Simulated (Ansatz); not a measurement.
Input, command and steps of an Ansatz relaxation.

```yaml
crystal:
  lattice:
    - [2.3807834618, 0.0, 0.0]
    - [-1.1903917309, 2.0618189588, 0.0]
    - [0.0, 0.0, 3.8453785565]
  atoms:
    - { symbol: Co, position: [0.6666666667, 0.3333333333, 0.25], spin: 1.8 }
    - { symbol: Co, position: [0.3333333333, 0.6666666667, 0.75], spin: 1.8 }
basis:
  ecutwfc: 420
kpoints:
  mp_grid: { grid: [18, 18, 10] }
hamiltonian:
  xc: pbesol
scf:
  occupations: { method: gaussian, width: 0.1 }
output:
  forces: true
  stress: true
  eigenvalues: true
  populations: true
  write_density: true
  write_potential: true
  elf: true
  volumetric_format: npy
magnetization:
  spin_polarized: true
relax:
  adjacent_minimum: "off"
  f_tol: 0.01
  max_steps: 30
  cell: { stress_tol: 0.1, fix: [volume] }
```

```bash
ansatz run input.yaml --threads 1 --pin off --max-ram 2560MiB --backend cpu --events-out ev --progress --plain --runs-dir out
```

Level of theory: Ansatz, DFT PBEsol, scalar-relativistic, plane waves, PAW.

The volume is held at 0.91 times that of the relaxed cell.

Of 3 frames 3 are shown, positions in Å and forces in eV/Å; the SCF threshold varies from step to step. Steps run on the plane waves of an earlier cell, with a Pulay correction in the pressure. The basis is chosen afresh for the last frame, the zero of the energies, and at times for earlier ones too; energy and pressure step there, also at an unchanged geometry.

```xyz
2
Lattice="2.3808 0.0000 0.0000 -1.1904 2.0618 0.0000 0.0000 0.0000 3.8454" Properties=species:S:1:pos:R:3:forces:R:3 pbc="T T T" step=1 free_energy_over_end_meV_per_atom=0.00 pressure_GPa=29.19
Co    1.1904    0.6873    0.9613    0.0000    0.0000    0.0000
Co    0.0000    1.3745    2.8840    0.0000    0.0000    0.0000
2
Lattice="2.3809 0.0000 0.0000 -1.1905 2.0619 0.0000 0.0000 0.0000 3.8449" Properties=species:S:1:pos:R:3:forces:R:3 pbc="T T T" step=2 free_energy_over_end_meV_per_atom=0.00 pressure_GPa=29.19
Co    1.1905    0.6873    0.9612    0.0000    0.0000    0.0000
Co    0.0000    1.3746    2.8837    0.0000    0.0000    0.0000
2
Lattice="2.3809 0.0000 0.0000 -1.1905 2.0619 0.0000 0.0000 0.0000 3.8449" Properties=species:S:1:pos:R:3:forces:R:3 pbc="T T T" step=3 free_energy_over_end_meV_per_atom=0.00 pressure_GPa=29.19
Co    1.1905    0.6873    0.9612    0.0000    0.0000    0.0000
Co    0.0000    1.3746    2.8837    0.0000    0.0000    0.0000
```

The run took 42 s on 1 thread of Arm Neoverse V2 (shared host), peak memory 0.43 GiB.